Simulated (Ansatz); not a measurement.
**Pb: do energies and stresses tell the same story?**

Level of theory: DFT PBE+D3(BJ), scalar-relativistic, plane waves, PAW in Ansatz.

Plane waves to 420 eV, a k mesh through Γ of 14×14×14 on the computed 1-atom cell and Gaussian smearing (0.10 eV); no spin polarisation.

Relaxed cell: Fm-3m, a = 4.959 Å, b = 4.959 Å, c = 4.959 Å, α = 90.00°, β = 90.00°, γ = 90.00°, 1 atom in the primitive cell.

Energies at zero smearing and pressures from the stress tensor, at volumes with shape and atoms relaxed:
```
V (Å³/atom) E − E(first) (meV/atom) P (GPa)
     26.830                     0.00     7.97
     27.745                   -38.19     5.42
     28.660                   -62.85     3.27
     29.574                   -76.21     1.48
     30.489                   -80.18    -0.01
     31.404                   -76.45    -1.24
     32.318                   -66.34    -2.27
     33.538                   -44.93    -3.30
```

Check P = −dE/dV between neighbouring volumes, and get the bulk modulus from the pressures alone.

With 1 eV/Å³ = 160.2 GPa:
```tsv
middle V (Å³/atom)	−ΔE/ΔV (GPa)	mean P (GPa)
27.288	6.690	6.695
28.202	4.319	4.342
29.117	2.339	2.372
30.032	0.697	0.733
30.946	-0.654	-0.626
31.861	-1.770	-1.755
32.928	-2.814	-2.783
```

The two differ by 0.04 GPa at most. The mean of two end pressures misses the average over a step by about ΔV² P″/12, up to 0.04 GPa here; with that taken off 0.03 GPa remains, from the smearing term (the stress is the derivative of the free energy), the finite cutoff, the mesh or the relaxation's tolerance. Around V = 30.489 Å³/atom, the two neighbours give B = −V ΔP/ΔV = 30.489 × 2.72 / 1.829 = 45.3 GPa, against B0 = 45.0 GPa from the Birch–Murnaghan fit of the energies.

Spin–orbit coupling is left out, which can shift energies with elements as heavy as these.

Cost: 9 runs of about 0.48 core-minutes in all, on Arm Neoverse V1 (shared hosts).